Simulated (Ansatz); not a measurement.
A relaxed cell of TaRu (P4/mmm (No. 123)), relaxed on a k-mesh at least as fine as the one used below. Computed with PBEsol (plane waves to 420 eV, PAW, scalar-relativistic; Ansatz, an electronic-structure program). Γ-centred k-mesh 11×11×5 on the run's cell (coarser than for final values), Fermi–Dirac smearing 0.05 eV.

```xyz
4
Lattice="3.0245 0.0000 0.0000 0.0000 3.0245 0.0000 0.0000 0.0000 6.7727" Properties=species:S:1:pos:R:3 pbc="T T T"
Ta     0.0000     0.0000     1.6932
Ta     0.0000     0.0000     5.0795
Ru     1.5123     1.5123     0.0000
Ru     1.5123     1.5123     3.3863
```

The atoms are displaced along an unstable phonon of this cell by (Å):

| atom | ux | uy | uz |
|---|---|---|---|
| Ta1 | 0.000 | 0.000 | 0.000 |
| Ta2 | 0.000 | 0.000 | 0.000 |
| Ru3 | 0.000 | 0.000 | 0.150 |
| Ru4 | 0.000 | 0.000 | -0.150 |

Q: What forces (eV/Å) and pressure result?

A: 
```json
[
 {"atom": "Ta1", "Fx": "0.00", "Fy": "0.00", "Fz": "0.00"},
 {"atom": "Ta2", "Fx": "0.00", "Fy": "0.00", "Fz": "0.00"},
 {"atom": "Ru3", "Fx": "0.00", "Fy": "0.00", "Fz": "-0.63"},
 {"atom": "Ru4", "Fx": "0.00", "Fy": "0.00", "Fz": "0.63"}
]
```

Pressure +2.1 GPa.

No spin polarisation in the result.

The run that gave the undisplaced cell could not lose the symmetry of its start.

The first start was generated by placing the elements on the sites of a structure type. A measured structure of TaRu has the same space group, P4/mmm (No. 123); the sites were not compared with it.
